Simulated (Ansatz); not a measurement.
# CaAlHO2: computed property card

CaAlHO2:
```xyz
5
Lattice="3.7304 0.0000 0.0000 0.0000 3.7304 0.0000 0.0000 0.0000 3.4481" Properties=species:S:1:pos:R:3 pbc="T T T"
Ca     1.8652     1.8652     1.7241
Al     0.0000     0.0000     0.0000
O      1.8652     0.0000     0.0000
O      0.0000     1.8652     0.0000
H      0.0000     0.0000     1.7241
```

Space group P4/mmm (No. 123); conventional cell a = b = 3.730 Å, c = 3.448 Å, α = β = γ = 90.00°.

Method: r²SCAN in the plane-wave PAW code Ansatz. Structure relaxed to zero pressure with the same functional. Other levels are named where they apply.

### Cell and energy

```yaml
volume_per_atom: 9.60 Å³
density: 3.46 g/cm³
Formation energy from the elements (no fitted shifts): -2.46 eV/atom
```

### Electronic structure

```yaml
band_gap: 4.37 eV (indirect)
valence_band_maximum: at A
conduction_band_minimum: at X (2 equivalent valleys)
smallest_direct_gap_on_the_standard_path: 5.32 eV
electron_effective_mass: 0.44, 0.49, 0.69 mₑ (principal values)
hole_effective_mass: 0.64, 0.64, 5.4 mₑ (principal values)
HSE06 gap on the r²SCAN cell: 5.28 eV
```

### Mechanics

```yaml
Bulk modulus (Birch–Murnaghan fit): 1510 kbar
Pressure derivative B′: 4.0
Elastic constants (relaxed ions, GPa): C11 = 322, C12 = 134, C13 = 68.6, C33 = 237, C44 = 110, C66 = 176
mechanical_stability: stable (all eigenvalues of C positive)
hill_bulk_and_shear_moduli: 155 and 117 GPa
Young's modulus: 279 GPa
Poisson's ratio: 0.20
debye_temperature_from_the_elastic_constants: 897 K
```

### Charges

```yaml
bader_charges: Ca +1.59, Al +2.55, O -1.66, H -0.83 e
```

The start of the workflow was typed in or built on a structure type; neither database checked (COD, Materials Project) lists it. Whether it is the stable phase at ambient conditions was not checked. Symmetry was held in the r²SCAN relaxation; whether a distortion lowers the energy is not shown. The references are the lowest solids computed at this level, not always the standard phases (solids in place of the gases).

Potentials: the earlier of the program's two PAW sets.
